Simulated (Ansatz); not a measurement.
Ansatz input

```yaml
crystal:
  lattice:
    - [-1.9645494617, 1.6118362537, 1.4382402385]
    - [1.6118362537, -1.9645494617, 1.4382402385]
    - [3.5744143981, 3.5744143981, -2.0842351249]
  atoms:
    - { symbol: Ti, position: [0.9584032311, 0.0415967689, 0.0] }
    - { symbol: Ti, position: [0.7915967689, 0.2084032311, 0.5] }
hamiltonian:
  xc: revpbe
  pseudopotentials:
    kind: paw
    azcp:
      Ti: "pseudopotentials/Ti.paw.azcp"
basis:
  ecutwfc: 420
  fft_grid_basis: typed
kpoints:
  mp_grid: { grid: [16, 16, 8], shift: [0, 0, 0] }
magnetization:
  spin_polarized: false
scf:
  occupations: { method: fermi_dirac, width: 0.1 }
  lower_state_search: "off"
output:
  stress: true
```

Terminal output

```
Engine: ansatz 0.2.0, x86_64-unknown-linux-gnu
Pseudopotentials: kind: paw
Pseudopotential: Ti, paw, valence charge 12, recommended cutoff 420 eV (normal) 
Functional definition: revPBE
  parameter kappa = 1.245
  parameter beta = 0.06672455060314922
  exchange = pbe_x(kappa = kappa, mu = beta*pi^2/3)
  correlation = pbe_c(beta = beta)
Crystal: 2 atoms, lattice volume = 34.142 Å³
Basis set: ecut = 420 eV, 687 PW (Γ)
Bands: 16, of which v1, the nominal top of the filled ones, is band 12 counted from 1 (11 counted from 0)
Symmetry: 4 space group operations
Space group: C2/c (ITA 15), of the structure as read, at distance tolerance 3.2e-5 Å
k-points: 554 of 2048
Non-local potential: Ti, projectors of the file, l = 0: 3, l = 1: 2, l = 2: 3, l = 3: 1
PAW form: soft (Blöchl's): semilocal exchange-correlation on the pseudo side does not see the compensation charge
PAW frozen core: Ti, regenerated for the run's functional, and the local potential with it (the file was generated under x = pbe(κ = 0.804, μ = 0.2195149727645171), c = pbe(β = 0.06672455060314922))
PAW one-centre angular grid: Ti, 590 points (default); XC on 64 Gauss nodes
Initial density: superposition of atomic densities (neutral atoms: chi_scale 0, normalization atom), corrected by the library's trained network
Initial wavefunctions: pseudopotential atomic-orbital guess
Functional: x = revpbe(κ = 1.245, μ = 0.2195149727645171), c = pbe(β = 0.06672455060314922)
SCF iter   1: F=—  HF=-5005.593300 eV  |F-HF|=—  |Δ(HF+E_count)|=         —  Δρ=4.59e-3  dr2=3.28e-3  ethr=1.77e-3  ⟨swp⟩=4.3  Hψ=82496  notcnv=0
automatic band count: the SCF goes on with 20 bands, as 16 were too few: the levels above may hold too much charge
SCF iter   2: F=—  HF=-5005.593169 eV  |F-HF|=—  |Δ(HF+E_count)|=   1.31e-4  Δρ=2.54e-3  dr2=1.20e-3  ethr=1.37e-5  ⟨swp⟩=1.0  Hψ=15512  notcnv=0
SCF iter   3: F=—  HF=-5005.593582 eV  |F-HF|=—  |Δ(HF+E_count)|=   4.12e-4  Δρ=2.93e-4  dr2=1.44e-5  ethr=5.02e-6  ⟨swp⟩=2.5  Hψ=15298  notcnv=0
SCF iter   4: F=—  HF=-5005.593587 eV  |F-HF|=—  |Δ(HF+E_count)|=   5.14e-6  Δρ=5.75e-5  dr2=9.73e-7  ethr=6.01e-8  ⟨swp⟩=2.7  Hψ=19279  notcnv=0
iter 5 did not close the SCF: its close was put off for the readings that it lacked (scf_convergence_deferred on its scf_iter line)
SCF iter   5: F=-5005.593587 eV  HF=-5005.593587 eV  |F-HF|=4.80e-9  |Δ(HF+E_count)|=   1.43e-7  Δρ=6.18e-6  dr2=5.40e-9  ethr=4.06e-9  ⟨swp⟩=2.9  Hψ=19977  notcnv=0
SCF iter   6: F=-5005.593587 eV  HF=-5005.593587 eV  |F-HF|=3.55e-11  |Δ(HF+E_count)|=   5.81e-9  Δρ=4.90e-7  dr2=2.06e-11  ethr=2.25e-11  ⟨swp⟩=1.9  Hψ=30856  notcnv=0
SCF 1 converged in 6 iterations: F = -5005.593587 eV  dr2 = 2.06e-11
SCF converged after 6 iterations
Free energy (F): -5005.593587 eV
Harris-Foulkes:  -5005.593587 eV  (|F-HF|=3.55e-11)
Internal energy: -5005.519401 eV  (E = F + TS)
E sigma→0 (E₀):  -5005.556494 eV
Entropy (-TS):   -0.074185 eV (-37.093 meV/atom)
Fermi energy:    13.720226 eV
--- Per-component energies (eV) ---
  E_band       = -306.886789
  E_kinetic    = 545.848938
  E_local      = -1605.314497  (includes V_loc(G=0)·N_el)
  E_nonlocal   = 14.642426
  E_hartree    = 661.779742
  E_xc         = -195.577857
  E_vxc        = -244.336321  (∫ρ·V_xc dr)
  E_paw        = -2101.294754  (= ΣΔE_a)
  E_vpaw       = -341.287070  (= ΣTr[D̂ρ^β])
  E_aug_tail   = 0.000234  (compensation charges beyond the density's cutoff)
  E_ewald      = -2325.528042
  E_core_change = -0.075590  (= ΣΔE_core)
  E_smearing   = -0.074185  (= −TS)
  E_closure    = 0.000000  (closes the sum)
  Σ components = -5005.593587   (vs F -5005.593587, Δ=0.00e0)
--- Stress (GPa, compression-positive) ---
        4.679235       0.028126      -0.007877
        0.028126       4.679235      -0.007877
       -0.007877      -0.007877       4.655271
  P = ⅓ Tr σ = 4.6712 GPa (46.712 kbar)
```
